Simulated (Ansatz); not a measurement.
TiN:
Space group Fm-3m (No. 225); a = b = c = 4.2037 Å, α = β = γ = 90.00°

```
atom  site  symmetry       x       y       z
----  ----  --------  ------  ------  ------
Ti      4a      m-3m  0.0000  0.0000  0.0000
N       4b      m-3m  0.5000  0.5000  0.5000
```
(The calculation used a cell of 2 atoms; values per cell refer to that cell.)

Relaxed with PBEsol.

Decompose the optical modes at the zone centre into irreducible representations, and say which are infrared and Raman allowed.

Point group m-3m: Γ_opt = T1u. Infrared: T1u. Raman: none.

Assign frequencies (DFPT, DFT-PBEsol in the program Ansatz with PAW potentials).

T1u 534 cm⁻¹.

The PBEsol relaxation kept the symmetry of its start; of distortions, only those at the zone centre were tested. No spin polarisation was allowed. With an odd number of electrons in the cell and no spin polarisation, the count alone makes it a metal. As this level gives no gap, phonon frequencies hold no LO–TO term and depend on the k-mesh and smearing (Fermi–Dirac, 0.1 eV here).

Potentials: the earlier of the program's two PAW sets.
